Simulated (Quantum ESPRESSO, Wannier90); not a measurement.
## Wannier functions of CaHBr (P4/nmm)

Structure: Materials Project mp-24422, symmetrised, not relaxed again. COD (Crystallography Open Database) has an entry of this formula and space group (matched by these alone). Level: PBEsol, spinors with spin-orbit coupling; pw.x of Quantum ESPRESSO at 58 Ry with PseudoDojo potentials, 4×4×4 k-points, Wannier90. Density: 8×8×4 mesh, cold smearing 0.01 Ry. The cell is built of weakly bound layers, chains or molecules, whose nearest atoms lie 4.04 Å apart. Database cells relaxed without dispersion often hold them too far apart, which can enlarge gaps and weakens couplings between them; spacing and stacking were not compared with the measured crystal.

On the energy scale of pw.x, whose zero is arbitrary, the valence-band maximum lies at 3.83 eV.

Input w.win:

```
num_bands = 4
num_wann = 4
exclude_bands = 1-4,9-84
spinors = true
num_iter = 1000
conv_tol = 1.0e-6
conv_window = 4
write_hr = true
write_u_matrices = true
auto_projections = true
begin unit_cell_cart
ang
    3.8372900000    0.0000000000    0.0000000000
    0.0000000000    3.8372900000    0.0000000000
    0.0000000000    0.0000000000    8.2788100000
end unit_cell_cart
begin atoms_frac
Ca   0.0000000000  0.5000000000  0.1567800000
Ca   0.5000000000  0.0000000000 -0.1567800000
H    0.5000000000  0.5000000000  0.0000000000
H    0.0000000000  0.0000000000  0.0000000000
Br   0.0000000000  0.5000000000 -0.3191600000
Br   0.5000000000  0.0000000000  0.3191600000
end atoms_frac
mp_grid = 4 4 4
begin kpoints
0.0000000000 0.0000000000 0.0000000000
0.0000000000 0.0000000000 0.2500000000
0.0000000000 0.0000000000 0.5000000000
... (61 more lines: the 4x4x4 mesh through Gamma)
end kpoints
```

Input of pw2wannier90.x that gives the overlap and projection files (equivalent; here they were cut from one run over all bands):

```
&inputpp
  outdir = './out'
  prefix = 'pwscf'
  seedname = 'w'
  write_amn = .true.
  write_mmn = .true.
  scdm_proj = .true.
  scdm_entanglement = 'isolated'
/
```

Output w.wout (banner and timings cut):

```
                                    ------
                                    SYSTEM
                                    ------

                              Lattice Vectors (Ang)
                    a_1     3.837290   0.000000   0.000000
                    a_2     0.000000   3.837290   0.000000
                    a_3     0.000000   0.000000   8.278810

                   Unit Cell Volume:     121.90378  (Ang^3)

                        Reciprocal-Space Vectors (Ang^-1)
                    b_1     1.637402   0.000000   0.000000
                    b_2     0.000000   1.637402   0.000000
                    b_3     0.000000   0.000000   0.758948

 *----------------------------------------------------------------------------*
 |   Site       Fractional Coordinate          Cartesian Coordinate (Ang)     |
 +----------------------------------------------------------------------------+
 | ca   1   0.00000   0.50000   0.15678   |    0.00000   1.91864   1.29795    |
 | ca   2   0.50000   0.00000  -0.15678   |    1.91864   0.00000  -1.29795    |
 | h    1   0.50000   0.50000   0.00000   |    1.91864   1.91864   0.00000    |
 | h    2   0.00000   0.00000   0.00000   |    0.00000   0.00000   0.00000    |
 | br   1   0.00000   0.50000  -0.31916   |    0.00000   1.91864  -2.64226    |
 | br   2   0.50000   0.00000   0.31916   |    1.91864   0.00000   2.64226    |
 *----------------------------------------------------------------------------*
                                ------------
                                K-POINT GRID
                                ------------

             Grid size =  4 x  4 x  4      Total points =   64

 *---------------------------------- MAIN ------------------------------------*
 |  Number of Wannier Functions               :                 4             |
 |  Number of Objective Wannier Functions     :                 4             |
 |  Number of input Bloch states              :                 4             |
 |  Output verbosity (1=low, 5=high)          :                 1             |
 |  Timing Level (1=low, 5=high)              :                 1             |
 |  Optimisation (0=memory, 3=speed)          :                 3             |
 |  Length Unit                               :               Ang             |
 |  Post-processing setup (write *.nnkp)      :                 F             |
 |  Using Gamma-only branch of algorithms     :                 F             |
 *----------------------------------------------------------------------------*
 *------------------------------- WANNIERISE ---------------------------------*
 |  Total number of iterations                :              1000             |
 |  Number of CG steps before reset           :                 5             |
 |  Trial step length for line search         :             2.000             |
 |  Convergence tolerence                     :         0.100E-05             |
 |  Convergence window                        :                 4             |
 |  Iterations between writing output         :                 1             |
 |  Iterations between backing up to disk     :               100             |
 |  Write r^2_nm to file                      :                 F             |
 |  Write xyz WF centres to file              :                 F             |
 |  Write on-site energies <0n|H|0n> to file  :                 F             |
 |  Use guiding centre to control phases      :                 F             |
 |  Use phases for initial projections        :                 F             |
 *----------------------------------------------------------------------------*
 *-------------------------------- PLOTTING ----------------------------------*
 |  Plotting Hamiltonian in WF basis          :                 T             |
 *----------------------------------------------------------------------------*

 *---------------------------------- K-MESH ----------------------------------*
 +----------------------------------------------------------------------------+
 |                    Distance to Nearest-Neighbour Shells                    |
 |                    ------------------------------------                    |
 |          Shell             Distance (Ang^-1)          Multiplicity         |
 |          -----             -----------------          ------------         |
 |             1                   0.189737                      2            |
 |             2                   0.379474                      2            |
 |             3                   0.409350                      4            |
 |             4                   0.451185                      8            |
 |             5                   0.558183                      8            |
 |             6                   0.569211                      2            |
 |             7                   0.578909                      4            |
 |             8                   0.609209                      8            |
       ... (lines left out)
 +----------------------------------------------------------------------------+
 | The b-vectors are chosen automatically                                     |
 | The following shells are used:                       1,  3                 |
 +----------------------------------------------------------------------------+
 |                        Shell   # Nearest-Neighbours                        |
 |                        -----   --------------------                        |
 |                          1               2                                 |
 |                          2               4                                 |
 +----------------------------------------------------------------------------+
 | Completeness relation is fully satisfied [Eq. (B1), PRB 56, 12847 (1997)]  |
 +----------------------------------------------------------------------------+
 |                  b_k Vectors (Ang^-1) and Weights (Ang^2)                  |
 |                  ----------------------------------------                  |
 |            No.         b_k(x)      b_k(y)      b_k(z)        w_b           |
 |            ---        --------------------------------     --------        |
 |             1         0.000000    0.000000    0.189737    13.888843        |
 |             2         0.000000    0.000000   -0.189737    13.888843        |
 |             3         0.000000    0.409350    0.000000     2.983867        |
 |             4         0.409350    0.000000    0.000000     2.983867        |
 |             5         0.000000   -0.409350    0.000000     2.983867        |
 |             6        -0.409350    0.000000    0.000000     2.983867        |
 +----------------------------------------------------------------------------+
 |                           b_k Directions (Ang^-1)                          |
 |                           -----------------------                          |
 |            No.           x           y           z                         |
 |            ---        --------------------------------                     |
 |             1         0.000000    0.000000    0.189737                     |
 |             2         0.000000    0.409350    0.000000                     |
 |             3         0.409350    0.000000    0.000000                     |
 +----------------------------------------------------------------------------+

 Starting a new Wannier90 calculation ...

 Reading overlaps from w.mmn

 Reading projections from w.amn

 *------------------------------- WANNIERISE ---------------------------------*
 +--------------------------------------------------------------------+<-- CONV
 | Iter  Delta Spread     RMS Gradient      Spread (Ang^2)            |<-- CONV
 +--------------------------------------------------------------------+<-- CONV

 ------------------------------------------------------------------------------
 Initial State
  WF centre and spread    1  ( -1.918742,  0.000112, -1.269637 )     0.81229768
  WF centre and spread    2  ( -0.000215, -1.918674,  1.269636 )     0.81230096
  WF centre and spread    3  (  0.000254,  1.919153,  1.263727 )     0.92869702
  WF centre and spread    4  (  1.918697, -0.000576, -1.263726 )     0.92869260
  Sum of centres and spreads ( -0.000006,  0.000015, -0.000000 )     3.48198826

      0     0.348E+01     0.0000000000        3.4819882626  <-- CONV
        O_D=      0.1694899 O_OD=      0.1313769 O_TOT=      3.4819883 <-- SPRD
 ------------------------------------------------------------------------------
      1    -0.290E+00     0.4749046085        3.1921718811  <-- CONV
        O_D=      0.0023561 O_OD=      0.0086943 O_TOT=      3.1921719 <-- SPRD
      2    -0.347E-02     0.0797030483        3.1887009167  <-- CONV
        O_D=      0.0010304 O_OD=      0.0065490 O_TOT=      3.1887009 <-- SPRD
      3    -0.211E-03     0.0343087654        3.1884896617  <-- CONV
        O_D=      0.0009523 O_OD=      0.0064159 O_TOT=      3.1884897 <-- SPRD
      4    -0.122E-03     0.0192171528        3.1883672913  <-- CONV
        O_D=      0.0009210 O_OD=      0.0063248 O_TOT=      3.1883673 <-- SPRD
      5    -0.276E-04     0.0105959118        3.1883396620  <-- CONV
        O_D=      0.0009133 O_OD=      0.0063049 O_TOT=      3.1883397 <-- SPRD
       ... (lines left out)
     11    -0.129E-06     0.0006372010        3.1883171782  <-- CONV
        O_D=      0.0009088 O_OD=      0.0062869 O_TOT=      3.1883172 <-- SPRD
     12    -0.402E-07     0.0004164939        3.1883171381  <-- CONV
        O_D=      0.0009088 O_OD=      0.0062869 O_TOT=      3.1883171 <-- SPRD
     13    -0.805E-08     0.0002082186        3.1883171300  <-- CONV
        O_D=      0.0009088 O_OD=      0.0062869 O_TOT=      3.1883171 <-- SPRD
             <<<     Delta < 1.000E-06  over  4 iterations     >>>
             <<< Wannierisation convergence criteria satisfied >>>
 Final State
  WF centre and spread    1  ( -1.918645, -0.000000, -1.272927 )     0.79707934
  WF centre and spread    2  (  0.000000, -1.918645,  1.272927 )     0.79707934
  WF centre and spread    3  (  0.000000,  1.918645,  1.272927 )     0.79707923
  WF centre and spread    4  (  1.918645, -0.000000, -1.272927 )     0.79707923
  Sum of centres and spreads (  0.000001,  0.000000,  0.000000 )     3.18831713

         Spreads (Ang^2)       Omega I      =     3.181121451
        ================       Omega D      =     0.000908782
                               Omega OD     =     0.006286897
    Final Spread (Ang^2)       Omega Total  =     3.188317130
```
